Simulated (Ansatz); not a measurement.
Zone-centre phonons of Rh: input and output

These are results of DFT LDA, scalar-relativistic, plane waves, PAW (Ansatz 0.2.0), not measurements.

Launched with:
```bash
ansatz run input.yaml --threads 1 --pin off --max-ram 3072MiB --backend cpu --events-out ev --progress --plain --runs-dir out
```

Input (bare energies are in eV):
```yaml
crystal:
  lattice:
    - [2.672321942, 0.0, 0.0]
    - [-1.336160971, 2.3142986889, 0.0]
    - [0.0, 0.0, 4.3062491848]
  atoms:
    - { symbol: Rh, position: [0.6666666667, 0.3333333333, 0.75] }
    - { symbol: Rh, position: [0.3333333333, 0.6666666667, 0.25] }
basis:
  ecutwfc: 420
kpoints:
  mp_grid: { grid: [18, 18, 10] }
hamiltonian:
  xc: lda
scf:
  occupations: { method: fermi_dirac, width: 0.15 }
output:
  eigenvalues: true
phonons:
  method: dfpt
  eigenvectors: true
```

Results section of the output:
```
--- Phonons (Γ-DFPT): 2 representative perturbations + reference, on 546 of 3240 k-points (Σ response iterations 7) ---
  k mesh reduced under 4 symmetry operations, with k and −k counted as one. Each operation leaves every solved displacement unchanged or reverses it
  ASR residual: 3.633e-4 → 0.000e0 eV/Å²; symmetrization residual: 7.994e-13 eV/Å²
  ASR residual per site (eV/Å²): 3.63e-4 3.63e-4
  Γ frequencies (cm⁻¹): 0.00 0.00 0.00 156.17 156.17 257.13
  non-analytic LO–TO correction: not included (Born effective charges unavailable; polar crystals: no LO–TO splitting at Γ)
```

It took 39 s on 1 thread of Intel(R) Xeon(R) 6975P-C (Granite Rapids), on a shared host, peak memory 1.2 GiB.

In a metal, frequencies and elastic constants depend on the k mesh and the smearing, soft modes and shear constants most.

This form isn't the element's structure at ambient conditions.